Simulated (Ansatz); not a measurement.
Trial structure of Al2BP3, not yet relaxed:

```cif
data_structure
_symmetry_space_group_name_H-M 'P 1'
_symmetry_Int_Tables_number 1
_cell_length_a 3.5949
_cell_length_b 3.5949
_cell_length_c 17.7017
_cell_angle_alpha 90.000
_cell_angle_beta 90.000
_cell_angle_gamma 120.000
_cell_volume 198.11
loop_
_atom_site_label
_atom_site_type_symbol
_atom_site_fract_x
_atom_site_fract_y
_atom_site_fract_z
_atom_site_occupancy
Al1 Al 0.33333 0.66667 0.00002 1
Al2 Al 0.33333 0.66667 0.33336 1
Al3 Al 0.33333 0.66667 0.66669 1
Al4 Al 0.66667 0.33333 0.83336 1
B1 B 0.66667 0.33333 0.16669 1
B2 B 0.66667 0.33333 0.50002 1
P1 P 0.33333 0.66667 0.12498 1
P2 P 0.33333 0.66667 0.45831 1
P3 P 0.33333 0.66667 0.79164 1
P4 P 0.66667 0.33333 0.29164 1
P5 P 0.66667 0.33333 0.62498 1
P6 P 0.66667 0.33333 0.95831 1
```

Level of theory: DFT PBE, scalar-relativistic, plane waves, PAW (Ansatz). Plane waves to 420 eV, a k mesh through Γ of 6×6×1 on the computed 12-atom cell and Gaussian smearing (0.10 eV); no spin polarisation.

Energies over the elements count from the elements' standard structures at the same level, with no fitted energy shifts. The references include black phosphorus.

Question: What does a single point on this coarse mesh give?

Answer: The pressure is 12.2 GPa (the mean over three directions, positive in compression), the largest force is 3.61 eV/Å, and the energy is −0.11 eV/atom against the elements. The shortest distance is 2.20 Å.

Question: How much does it gain on relaxing, and where does it end?

Answer: Relaxing gains about 0.19 eV/atom in 10 ionic steps and ends at −0.304 eV/atom on the finer mesh. The symmetry stays P3m1 (No. 156). The volume per atom grows by 7.9 %, from 16.5 to 17.8 Å³. The shortest distance goes from 2.20 Å (Al–P and B–P) to 1.99 Å (B–P). Conventional cell: a = 3.652 Å, c = 18.496 Å. Al on its first site has 4 P at 2.31–2.39 Å; around B on its first site lie 1 P at 1.99 Å and 3 P at 2.20 Å; around P on its first site lie 3 B at 2.20 Å and 1 Al at 2.39 Å; 9 more sites not described.

The last run used a 12×12×2 mesh (in the run's order of axes) for its 12-atom cell and Gaussian smearing of 0.02 eV. The reference form of P is held partly by dispersion forces, which this level lacks. The relaxation can't lower the symmetry of the start. A later test with randomly moved atoms came back to the same energy, though modes that don't fit the test's cell weren't probed. Another cell of Al2BP3 relaxed alike, in I-4m2, lies 38 meV/atom lower, so this cell isn't the stable form at this level.
